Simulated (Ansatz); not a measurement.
Ti3AlC2:
```
CELL_PARAMETERS angstrom
      3.06970     0.00000     0.00000
     -1.53485     2.65844     0.00000
      0.00000     0.00000    18.62980
ATOMIC_POSITIONS crystal
  Ti 0.66667 0.33333 0.37288
  Ti 0.33333 0.66667 0.62712
  Ti 0.33333 0.66667 0.87288
  Ti 0.66667 0.33333 0.12712
  Ti 0.00000 0.00000 0.50000
  Ti 0.00000 0.00000 0.00000
  Al 0.00000 0.00000 0.75000
  Al 0.00000 0.00000 0.25000
  C  0.33333 0.66667 0.43055
  C  0.66667 0.33333 0.56945
  C  0.66667 0.33333 0.93055
  C  0.33333 0.66667 0.06945
```

Relaxed with r²SCAN. Special points in fractions of this cell's reciprocal vectors: Γ (0.000, 0.000, 0.000); M (0.500, 0.000, 0.000); K (0.333, 0.333, 0.000); A (0.000, 0.000, 0.500); L (0.500, 0.000, 0.500); H (0.333, 0.333, 0.500).

Task: List the band energies nearest the Fermi level at these points for r²SCAN (plane waves, PAW; program Ansatz).

Result: In eV from the Fermi level; about four levels below and three above (degenerate sets whole), none deeper than 8.9 eV; points with the same levels are listed once.

```csv
k,below,above
Γ,-1.67 -1.67 -1.66 -1.66 -1.21,0.70 0.83 0.83 0.84
M,-1.48 -1.47 -0.92 -0.91,1.66 1.95 1.95
K,-1.31 -1.31 -0.93 -0.88,0.39 0.39 1.94
A,-1.66 -1.66 -1.66 -1.66 -1.53 -1.53,0.77 0.77 0.84 0.84 0.84 0.84
L,-1.48 -1.48 -0.92 -0.92,1.72 1.72 2.30 2.30
H,-1.32 -1.32 -0.90 -0.90,0.39 0.39 2.06 2.06
```

Space group P6_3/mmc. The workflow started from a Materials Project entry (that database holds measured and hypothetical structures alike); the Crystallography Open Database files this formula in space group No. 194, but the cells were not matched. Its standing as an ambient phase is unchecked. Symmetry was held in the r²SCAN relaxation; its stability against distortions is not shown here. No spin polarisation was allowed.

Potentials: the earlier of the program's two PAW sets. The files were generated under PBE; for other functionals the program regenerates the frozen cores, and for LDA and PBEsol the local potential too.
